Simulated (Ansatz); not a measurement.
LiBr:
```yaml
crystal:
  lattice:
    - [0.00000, 2.70550, 2.70550]
    - [2.70550, 0.00000, 2.70550]
    - [2.70550, 2.70550, 0.00000]
  atoms:
    - { symbol: Li, position: [0.00000, 0.00000, 0.00000] }
    - { symbol: Br, position: [0.50000, 0.50000, 0.50000] }
```

Relaxed with PBEsol. Special points in fractions of this cell's reciprocal vectors: Γ (0.000, 0.000, 0.000); X (0.500, 0.000, 0.500); U (0.625, 0.250, 0.625); K (0.375, 0.375, 0.750); L (0.500, 0.500, 0.500); W (0.500, 0.250, 0.750).

Problem. List the band energies nearest the valence-band maximum at these points for PBEsol in the plane-wave PAW code Ansatz.

Solution. In eV from the valence-band maximum; about four levels below and three above (degenerate sets whole), none deeper than 8.9 eV; points with the same levels are listed once.

```csv
k,below,above
Γ,-0.01 -0.01 -0.01,4.98 10.43 10.43 10.43
X,-3.17 -1.26 -1.26,6.22 6.86 11.90
U,-2.75 -2.04 -0.96,6.56 8.72 10.39
L,-3.15 -0.30 -0.30,5.48 8.03 8.03
W,-2.37 -2.37 -1.26,8.11 8.57 9.45 9.45
```

Space group Fm-3m (rock salt). The PBEsol relaxation kept the symmetry of its start. Scalar-relativistic: spin–orbit coupling is off unless named, which matters more the heavier the elements.

Potentials: the later of the program's two PAW sets.
